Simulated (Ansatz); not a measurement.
Theory: DFT PBE, scalar-relativistic, plane waves, PAW in Ansatz. All cells share a 420 eV cutoff and Γ-centred k meshes spaced at most about 0.3 Å⁻¹ (about 0.25 or finer for metals, 2π included). Collinear spin in cells that started with moments and kept them past the coarse steps, no spin elsewhere.

Each of these unrelaxed guesses is relaxed in cell and atoms within its symmetry. A guess keeps its type if space group and coordination stay and the shape of the cell changes little (axis ratios within about 15 %, angles within 6°); the volume may change.

1. Ge5F

```
Ge F
1.0
     5.06162    0.00000    0.00000
    -2.53081    4.38349    0.00000
     0.00000    0.00000    4.72076
Ge F
5 1
Direct
  0.65997 0.00000 0.50000
  0.66667 0.33333 0.00000
  0.34003 0.34003 0.50000
  0.00000 0.65997 0.50000
  0.33333 0.66667 0.00000
  0.00000 0.00000 0.00000
```

2. ZrMnN2 (collinear spin from parallel moments)

```
Zr Mn N
1.0
     2.35996   -2.47349    0.00000
     2.35996    2.47349    0.00000
     0.00000    0.00000    4.54772
Zr Mn N
1 1 2
Cartesian
  2.3600 0.0000 2.2739
  0.0000 0.0000 2.2739
  1.1800 1.2367 0.0000
  1.1800 -1.2367 0.0000
```

Task: Which keep their type?

Result: Guess 1 keeps its type.

| guess | kept | start group | end group | V start (Å³/atom) | V end | b/a and c/a, end over start | nearest neighbours start | nearest neighbours end |
| --- | --- | --- | --- | --- | --- | --- | --- | --- |
| 1 | yes | P-62m | P-62m | 17.5 | 17.8 | 1.00, 1.01 | F 12, Ge 12 | F 12, Ge 12 |
| 2 | no | Cmmm | P4/mmm | 13.3 | 10.1 | - | Mn 4, N 4, Zr 4 | Mn 12, N 12, Zr 12 |

Neighbours count within 15 % of an atom's shortest distance; end groups are read at 0.02 Å (0.05 Å in metals).

Another magnetic order may lie lower. Cells relaxed within their symmetry can be saddle points.
